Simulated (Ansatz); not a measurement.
## AgW: computed property card

AgW:
```cif
data_AgW
_chemical_formula_sum 'Ag1 W1'
_space_group_name_H-M_alt 'P 1'
_space_group_IT_number 1
_cell_length_a 3.74886
_cell_length_b 3.74886
_cell_length_c 3.74886
_cell_angle_alpha 60.000
_cell_angle_beta 60.000
_cell_angle_gamma 60.000
loop_
_space_group_symop_operation_xyz
  'x, y, z'
loop_
_atom_site_label
_atom_site_type_symbol
_atom_site_fract_x
_atom_site_fract_y
_atom_site_fract_z
_atom_site_occupancy
Ag1 Ag 0.00000 0.00000 0.00000 1
W1 W 0.50000 0.50000 0.50000 1
```

Space group Fm-3m (No. 225), rock salt; conventional cell a = b = c = 5.302 Å, α = β = γ = 90.00°.

Method: plane-wave PAW r²SCAN (Ansatz code). Geometry: relaxed at this level of theory. Other levels are named where they apply.

### Cell and energy

```json
{
 "volume_per_atom": "18.63 Å³",
 "density": "13.00 g/cm³",
 "Formation energy from the elements (no fitted shifts)": "2.18 eV/atom"
}
```

### Electronic structure

```json
{
  "electronic_character": "metallic (no gap)",
  "Density of states at the Fermi level": "1.0 states/eV per atom (mean over ±0.08 eV)",
  "Gap with spin–orbit coupling": "none (metallic)"
}
```

### Mechanics

```json
{
  "Bulk modulus (Birch–Murnaghan fit)": "166 GPa",
  "Pressure derivative B′": "4.9",
  "Elastic constants (relaxed ions, GPa)": "C11 = 390, C12 = 54.9, C44 = -16.9",
  "mechanical_stability": "unstable (C has a negative eigenvalue)"
}
```

### Charges

```json
{
  "bader_charges": "Ag -0.89, W +0.89 e"
}
```

The start of the workflow was typed in or built on a structure type; neither database checked (COD, Materials Project) lists it. Its standing as an ambient phase is unchecked. The r²SCAN relaxation kept the symmetry of its start. No spin polarisation was allowed. Its formation energy is positive at this level, so the cell may be metastable or incomplete. As this level gives no gap, shear constants depend on the k-mesh and smearing (Fermi–Dirac, 0.1 eV here). The references are the lowest solids computed at this level, not always the standard phases. Spin–orbit coupling is left out wherever it is not named.

Potentials: the earlier of the program's two PAW sets.
